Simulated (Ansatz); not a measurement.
K2ZnTe2:
Space group Ibam (No. 72); a = 7.2131 Å, b = 13.9307 Å, c = 6.8891 Å, α = 90.00°, β = 90.00°, γ = 90.00°

```json
[
 {"atom": "K", "site": "8j", "symmetry": "..m", "x": "0.3161", "y": "0.1403", "z": "0.0000"},
 {"atom": "Zn", "site": "4a", "symmetry": "222", "x": "0.0000", "y": "0.0000", "z": "0.2500"},
 {"atom": "Te", "site": "8j", "symmetry": "..m", "x": "0.3060", "y": "0.3926", "z": "0.0000"}
]
```
(The calculation used a cell of 10 atoms; values per cell refer to that cell.)

Relaxed with PBEsol.

Question: Tabulate the valence density and the electron localisation function along the shortest Zn–Te contact (2.68 Å), PBEsol (plane waves, PAW; program Ansatz).

Answer: 

| distance from Zn (Å) | density (e/Å³) | ELF |
|---|---|---|
| 0.27 | 21.17 | 0.00 |
| 0.40 | 8.72 | 0.01 |
| 0.54 | 3.15 | 0.04 |
| 0.67 | 1.31 | 0.11 |
| 0.80 | 0.71 | 0.17 |
| 0.94 | 0.46 | 0.21 |
| 1.07 | 0.36 | 0.26 |
| 1.20 | 0.34 | 0.43 |
| 1.34 | 0.38 | 0.60 |
| 1.47 | 0.45 | 0.64 |
| 1.61 | 0.57 | 0.57 |
| 1.74 | 0.73 | 0.50 |
| 1.87 | 1.19 | 0.43 |
| 2.01 | 2.62 | 0.30 |
| 2.14 | 5.46 | 0.14 |
| 2.27 | 9.35 | 0.04 |
| 2.41 | 13.38 | 0.01 |

The density is the valence pseudo-density with augmentation charge, so density and ELF within about 1 Å of a nucleus are not all-electron values.

The workflow started from a Materials Project entry (that database holds measured and hypothetical structures alike); the Crystallography Open Database copy checked does not list it. Its standing as an ambient phase is unchecked. Symmetry was held in the PBEsol relaxation; whether a distortion lowers the energy is not shown. Scalar-relativistic: spin–orbit coupling is off unless named, which matters more the heavier the elements.

Potentials: the later of the program's two PAW sets.
